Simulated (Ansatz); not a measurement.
Bi₂Pd (MoSi2 or CaC2 type, space group No. 139) under volume change, the program Ansatz at the PBEsol level (PAW), shape and atoms relaxed at each volume.

```csv
V (Å³/atom),E − E(relaxed) (meV/atom),P (GPa)
21.948,50.1,8.30
22.671,20.5,4.88
23.395,4.7,2.16
24.119,0.0,0.00
24.842,4.0,-1.69
25.566,14.5,-2.89
26.289,29.4,-3.59
```

### Question
What does a third-order Birch–Murnaghan fit give for V₀, B₀ and B′?

### Answer
V₀ = 24.12 Å³/atom, B₀ = 61.2 GPa, B′ = 8.1.

Space group I4/mmm (MoSi2 or CaC2 type). The workflow started from an entry of the Crystallography Open Database (COD), which files this formula under 2 space groups. Its standing as an ambient phase is unchecked. The PBEsol relaxation kept the symmetry of its start; of distortions, only those at the zone centre were tested. No spin polarisation was allowed. Spin–orbit coupling is left out wherever it is not named.

Potentials: the later of the program's two PAW sets.
